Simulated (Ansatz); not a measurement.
KMgF3 (cubic perovskite, Pm-3m) at seven volumes, plane-wave PAW LDA (Ansatz code), scaled uniformly. One row is withheld.

| V (Å³/atom) | P (GPa) |
|---|---|
| 10.867 | 10.06 |
| 11.225 | 6.12 |
| 11.583 | 2.79 |
| 11.941 | -0.02 |
| 12.300 | ? |
| 12.658 | -4.43 |
| 13.016 | -6.14 |

Fit the shown pressures and predict the withheld one.

P = (3/2)B₀(x^(7/2) − x^(5/2))[1 + (3/4)(B′ − 4)(x − 1)] with x = (V₀/V)^(2/3). Least squares on the six rows gives V₀ = 11.938 Å³/atom, B₀ = 86.4 GPa, B′ = 4.55. At V = 12.300, x = 0.9803 and P = -2.41 GPa. The run itself gave -2.41 GPa.

Symmetry was held in the LDA relaxation; phonons on a q-mesh show no instability.

Potentials: the later of the program's two PAW sets.
